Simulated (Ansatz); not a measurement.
A geometry of FeNi away from equilibrium: the start of the relaxation of a relaxed FeNi cell shaken by Gaussian noise of σ = 0.08 Å a coordinate. Calculation: PBE (plane waves to 420 eV, PAW, scalar-relativistic; Ansatz, an electronic-structure program). Γ-centred k-mesh 15×15×2 on the run's cell (coarser than for final values), Fermi–Dirac smearing 0.05 eV.

```xyz
8
Lattice="2.5173 0.0000 0.0000 -1.2586 2.1800 0.0000 0.0000 0.0000 16.5062" Properties=species:S:1:pos:R:3:forces:R:3 pbc="T T T" free_energy=-41280.425 pressure_GPa=2.7
Fe     0.0285     1.4153     2.0921   -0.1488    0.1143    0.2089
Fe     1.3392     0.7878    10.0800   -0.0352   -0.0519    2.2486
Fe     1.3313     0.6797    14.3983   -0.2111    0.2710    0.3193
Fe    -0.0821     1.3978     6.2595    0.2619    0.1198   -1.0397
Ni    -0.0901     0.0698     0.0424    0.2493   -0.2082   -0.3318
Ni     0.1004     0.0392     8.2154   -0.1810   -0.0336   -0.5432
Ni     0.0036     1.5420    12.3673    0.0951   -0.1733   -0.7345
Ni     1.2420     0.6916     4.1917   -0.0301   -0.0382   -0.1276
```

Positions in Å, forces in eV/Å, free energy of the cell in eV (comparable only within this code, potentials and settings). Largest force: 2.25 eV/Å, on Fe2 (atoms numbered as listed); the geometry lies 0.05 eV/atom above the end of its relaxation.

Spin-polarised start, with parallel moments on Fe.

Spin state reached: ferromagnetic (net 1.60 μB/atom), from parallel starting moments; other spin orders were not run from this start.

The end of the path is a generated cell of FeNi: the first start was made by placing the elements on the sites of a structure type, and the end was not matched to a known phase here, so it may be hypothetical.
